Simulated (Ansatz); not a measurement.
MgO:
```
MgO
1.0
    0.00000     2.10748     2.10748
    2.10748     0.00000     2.10748
    2.10748     2.10748     0.00000
Mg O
1 1
Direct
  0.00000   0.00000   0.00000
  0.50000   0.50000   0.50000
```

x, y and z are the axes in which the lattice vectors are written.

Give the high-frequency dielectric tensor and the Born effective charge tensors of the independent atoms from DFPT, PBEsol in the plane-wave PAW code Ansatz.


ε∞:
```
3.24  0.00  0.00
0.00  3.24  0.00
0.00  0.00  3.24
```
Z* of atom 1 (Mg), rows: field, columns: displacement, in e:
```
1.98  0.00  0.00
0.00  1.98  0.00
0.00  0.00  1.98
```
Z* of atom 2 (O), rows: field, columns: displacement, in e:
```
-1.98   0.00   0.00
 0.00  -1.98   0.00
 0.00   0.00  -1.98
```

Space group Fm-3m (rock salt). The PBEsol relaxation kept the symmetry of its start. The volume moved by -16 % from the start of the relaxation.

Potentials: the earlier of the program's two PAW sets. The files were generated under PBE; for other functionals the program regenerates the frozen cores, and for LDA and PBEsol the local potential too.
